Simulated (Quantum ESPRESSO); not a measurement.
Band energies of SnS$_{2}$

```
SnS2
1.0
    3.67431     0.00000     0.00000
   -1.83716     3.18205     0.00000
    0.00000     0.00000     6.22883
S Sn
2 1
Cartesian
  0.00000   2.12136   1.46159
  1.83716   1.06068   4.76724
  0.00000   0.00000   0.00000
```

norm-conserving PBEsol (Quantum ESPRESSO, 72 Ry, with spin-orbit coupling); path ΓMKΓALHA,LM,KH; energies in eV from the valence-band maximum.

```csv
k (1/Å),point,band 26,band 27,band 28,band 29,band 30,band 31,band 32,band 33
0.00,Γ,-0.07,1.96,1.96,3.59,3.59,5.19,5.19,5.58
0.55,,-0.06,2.42,2.42,4.70,4.70,6.26,6.26,6.53
0.99,M,-0.20,1.66,1.66,4.51,4.51,6.15,6.15,6.35
1.10,,-0.37,1.81,1.81,4.76,4.76,6.05,6.05,6.50
1.56,K,-0.97,2.35,2.35,6.72,6.72,6.96,6.96,7.67
1.66,,-0.78,2.37,2.37,6.64,6.64,6.92,6.92,7.53
2.18,,-0.02,2.91,2.91,5.34,5.34,5.63,5.63,6.48
2.70,Γ,-0.07,1.96,1.96,3.59,3.59,5.19,5.19,5.58
2.82,,-0.15,2.15,2.15,3.60,3.60,5.17,5.17,5.56
3.20,A,-0.10,2.89,2.89,3.62,3.62,5.06,5.06,5.44
3.40,,-0.07,3.02,3.02,4.17,4.17,5.31,5.31,5.65
3.89,,-0.29,1.90,1.90,4.91,4.91,6.01,6.01,6.75
4.19,L,-0.38,1.51,1.51,4.73,4.73,5.73,5.73,6.35
4.42,,-0.32,2.14,2.14,5.25,5.25,6.02,6.02,6.24
4.76,H,-0.32,2.99,2.99,5.48,5.48,5.69,5.69,7.26
5.04,,-0.27,2.85,2.85,5.30,5.30,6.14,6.14,6.88
5.52,,-0.38,2.97,2.97,4.87,4.87,5.92,5.92,6.21
5.90,A,-0.10,2.89,2.89,3.62,3.62,5.06,5.06,5.44
5.90,L,-0.38,1.51,1.51,4.73,4.73,5.73,5.73,6.35
6.40,M,-0.20,1.66,1.66,4.51,4.51,6.15,6.15,6.35
6.40,K,-0.97,2.35,2.35,6.72,6.72,6.96,6.96,7.67
6.91,H,-0.32,2.99,2.99,5.48,5.48,5.69,5.69,7.26
```

The PBEsol gap is indirect, 1.49 eV, from 33 % of the way from Γ to M to 40 % of the way from L to M; the smallest direct gap is 1.81 eV. Another valence and conduction extremum on the path lies within 0.02 eV, too close to call.

Geometry of the Materials Project entry, not relaxed at this level.

The distance between layers or molecules is the database entry's, not relaxed here. Functionals without dispersion can leave it too large, which widens gaps and weakens the response across layers: the numbers belong to this cell.
